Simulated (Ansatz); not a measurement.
Magnetic orders of Fe3Pb

Computed with DFT PBE, scalar-relativistic, plane waves, PAW (Ansatz).

```yaml
crystal:
  lattice:
    - [0.00000, 3.07237, 3.07237]
    - [3.07237, 0.00000, 3.07237]
    - [3.07237, 3.07237, 0.00000]
  atoms:
    - { symbol: Fe, position: [0.25000, 0.25000, 0.25000] }
    - { symbol: Fe, position: [0.75000, 0.75000, 0.75000] }
    - { symbol: Fe, position: [0.50000, 0.50000, 0.50000] }
    - { symbol: Pb, position: [0.00000, 0.00000, 0.00000] }
```

The plane-wave cutoff is 420 eV, the Γ-centred k-mesh is 12×12×12 and the occupation rule is Gaussian smearing, 0.1 eV. The list of starting moments (μB, in atom order) is 3 3 3 0 and the check for lower electronic states after the SCF is off.

Each order was relaxed in cell and atoms. Site moments are spin moments in atom-centred spheres that scale with the neighbour distance. The states are those that the runs reached from these starts; a lower one can exist. No antiferromagnetic start is among these.

Order the starts by the energy of the state that they reach, lowest first.
A. ferromagnetic
B. no spin

A (0.00 meV/atom), B (424 meV/atom).

```tsv
start	ends	energy above lowest (meV/atom)	site moments (μB)	gap on mesh (eV)	volume (Å³/atom)
no spin	non-magnetic	424	none over 0.05	metal	13.52
ferromagnetic	ferromagnetic	0.00	Fe +2.25 (×2), Fe +2.68	metal	14.50
```

Cost: 2 runs of about 3.3 core-minutes in all, on Intel Xeon Processor @ 2.50GHz (Skylake/Cascade Lake) (shared hosts).